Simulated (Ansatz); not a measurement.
A plane-wave DFT run in Ansatz 0.2.0 (scalar-relativistic PAW potentials unless the input names others): input and command.

```yaml
crystal:
  lattice:
    - [3.2084047747, 0.0, 0.0]
    - [0.0, 3.2084047747, 0.0]
    - [0.0, 0.0, 3.785597741]
  atoms:
    - { symbol: Cu, position: [0.5, 0.5, 0.5] }
    - { symbol: Sb, position: [0.0, 0.0, 0.0] }
basis:
  ecutwfc: 420
kpoints:
  mp_grid: { grid: [18, 18, 14] }
hamiltonian:
  x: pbe
scf:
  occupations: { method: gaussian, width: 0.1 }
  max_iter: 75
output:
  forces: true
  eigenvalues: true
  stress: true
```

```bash
ansatz run input.yaml --threads 1 --pin off --max-ram 2560MiB --backend cpu --events-out ev --progress --plain --runs-dir out
```

Will this input run?

The program refuses it, because of a misspelt key (the key hamiltonian.xc typed as x). With the key spelt rightly it is accepted.

Abridged log:
```
Error: YAML parse error: error: line 14 column 3: unknown field `x`, expected one of xc, dispersion, noncollinear_xc, pseudopotentials, hubbard, deformation_potential_offset, integrals
  --> <input>:14:3
   |
12 |   mp_grid: { grid: [18, 18, 14] }
13 | hamiltonian:
14 |   x: pbe
   |   ^ unknown field `x`, expected one of xc, dispersion, noncollinear_xc, pseudopotentials, hubbard, deformation_potential_offset, integrals
15 | scf:
16 |   occupations: { method: gaussian, width: 0.1 }
   |
```